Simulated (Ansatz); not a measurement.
Cu Kα1 powder pattern (kinematic, no thermal factors).
```csv
2θ (°),relative intensity
11.79,100
16.52,1
23.72,1
32.65,2
33.39,25
36.22,2
38.22,34
43.16,13
46.04,8
48.53,3
52.43,13
57.79,9
59.21,8
61.83,2
63.39,3
68.41,3
71.42,5
74.79,2
76.87,2
78.74,5
80.42,2
81.79,3
89.70,6
```

The pattern is computed from a structure relaxed with Ansatz, DFT PBE, scalar-relativistic, plane waves, PAW. No spin polarisation. Its elements are Mo, S, V.

Q: Give the structure.

A: VMo$_{3}$S$_{8}$.
Space group R-3m:H (No. 166). a = 6.376 Å, b = 6.376 Å, c = 22.491 Å, α = 90.00°, β = 90.00°, γ = 120.00°
```csv
atom,site,symmetry,x,y,z
V,3b,-3m,0.6667,0.3333,0.8333
Mo,9d,.2/m,0.6667,0.8333,0.8333
S,18h,.m,0.8292,0.1708,0.7646
S,6c,3m,0.3333,0.6667,0.7631
```

A pattern alone doesn't exclude other cells with like lines; this is the one computed.

It was reached by relaxing an invented guess, and it needn't be the stable form of this composition. No dispersion correction is applied, so the spacing between layers, chains or molecules is poorly fixed.
